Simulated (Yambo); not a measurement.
```
CELL_PARAMETERS angstrom
      3.73082     0.00000    -0.05119
      0.00000     3.72714     0.00000
     -0.59443     0.00000     5.21820
ATOMIC_POSITIONS crystal
  Cl 0.67820 0.75000 0.27617
  Cl 0.32180 0.25000 0.72383
  Ag 0.15312 0.25000 0.20160
  Ag 0.84688 0.75000 0.79840
```

AgCl (space group P2_1/m, No. 11) under isotropic strain of -3 % on all lattice vectors: mean Im ε in 1 eV windows above the direct gap of 3.79 eV, for different electron-hole kernels (Yambo, broadening 0.15 eV, PBEsol (Quantum ESPRESSO, PseudoDojo norm-conserving, 82 Ry, without SOC) bands; 4×4×4 mesh, 16 valence and 5 conduction bands, static screening with 58 bands and a 4 Ry block, scissor 1.45 eV, Tamm-Dancoff; field along x).

```json
[
 {"window (eV)": "3.8 to 4.8", "independent quasiparticles": "1.7", "BSE": "7.3"},
 {"window (eV)": "4.8 to 5.8", "independent quasiparticles": "6.3", "BSE": "6.7"},
 {"window (eV)": "5.8 to 6.8", "independent quasiparticles": "6.7", "BSE": "6.8"},
 {"window (eV)": "6.8 to 7.8", "independent quasiparticles": "5.4", "BSE": "3.9"},
 {"window (eV)": "7.8 to 8.8", "independent quasiparticles": "5.1", "BSE": "4.3"}
]
```

This run doesn't resolve bound excitons or single peaks, so only averages are given, and they too depend on the mesh; weight that the attraction moves below the gap isn't listed. All transitions below 9.00 eV are in the band window. The scissor comes from a G0W0 run whose convergence isn't established.

Spin-orbit splittings are left out.

Geometry strained from the cell relaxed with PBEsol, atoms relaxed again.

This is not the ordinary phase of the substance; no match was found in the copy of COD used, and its stability was not checked.
